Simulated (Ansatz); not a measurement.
Hf₂GaSb₃:
```
CELL_PARAMETERS angstrom
      3.90586     0.00000     0.00000
      0.00000     3.90586     0.00000
      0.00000     0.00000     8.69156
ATOMIC_POSITIONS crystal
  Hf 0.50000 0.00000 0.74006
  Hf 0.00000 0.50000 0.25994
  Ga 0.50000 0.50000 0.00000
  Sb 0.50000 0.00000 0.38530
  Sb 0.00000 0.50000 0.61470
  Sb 0.00000 0.00000 0.00000
```

Relaxed with r²SCAN. Special points in fractions of this cell's reciprocal vectors: Γ (0.000, 0.000, 0.000); X (0.000, 0.500, 0.000); M (0.500, 0.500, 0.000); Z (0.000, 0.000, 0.500); R (0.000, 0.500, 0.500); A (0.500, 0.500, 0.500).

Question: List the band energies nearest the Fermi level at these points for plane-wave PAW r²SCAN (Ansatz code).

Answer: In eV from the Fermi level; about four levels below and three above (degenerate sets whole), none deeper than 8.9 eV; points with the same levels are listed once.

```csv
k,below,above
Γ,-2.64 -2.64 -1.61 -1.61 -1.18,0.61 0.81 0.81
X,-1.39 -1.36 -0.54 -0.54,0.60 2.03 2.11
M,-2.68 -2.68 -1.86 -1.73 -0.97,3.15 3.15 3.75 3.76 3.76
Z,-1.74 -1.74 -1.21 -0.55,1.06 1.06 1.44
R,-1.42 -0.73 -0.44 -0.14,0.95 2.43 2.49
A,-1.92 -1.92 -1.85 -1.77 -1.06,2.18 2.18 3.23 3.23
```

Space group P-4m2. The workflow started from a Materials Project entry (that database holds measured and hypothetical structures alike); the Crystallography Open Database copy checked does not list it. With Ga and Sb taken as one species the cell has the higher symmetry P4/nmm, so it may be an ordered model of a mixed-site phase. Its standing as an ambient phase is unchecked. The cell was relaxed with r²SCAN under the symmetry of its start; its stability against distortions is not shown here. The run is not spin-polarised. Spin–orbit coupling is left out wherever it is not named.

Potentials: the later of the program's two PAW sets.
